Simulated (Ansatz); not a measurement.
Input and command of a plane-wave DFT calculation in Ansatz:

```yaml
crystal:
  lattice:
    - [2.9699097071, 0.0, 0.0]
    - [0.0, 2.9699097071, 0.0]
    - [0.0, 0.0, 3.5638916486]
  atoms:
    - { symbol: Zn, position: [0.5, 0.5, 0.5] }
    - { symbol: Ag, position: [0.0, 0.0, 0.0] }
basis:
  ecutwfc: 500
kpoints:
  mp_grid: { grid: [16, 16, 16] }
hamiltonian:
  xc: r2scan
scf:
  occupations: { method: gaussian, width: 0.15 }
output:
  forces: true
  stress: true
  eigenvalues: true
```

```bash
ansatz run input.yaml --threads 1 --pin off --max-ram 2560MiB --backend cpu --events-out ev --progress --plain --runs-dir out
```

Processor: Arm Neoverse V2, 1 thread, on a host shared with other jobs.

How long does it run, and how much memory does it take?

About 28 s on 1 thread of Arm Neoverse V2, with other jobs on the host, peak memory 0.56 GiB. It solves 20 bands at 405 k points (the mesh reduced by symmetry) with about 813 plane waves, in 7 SCF iterations.
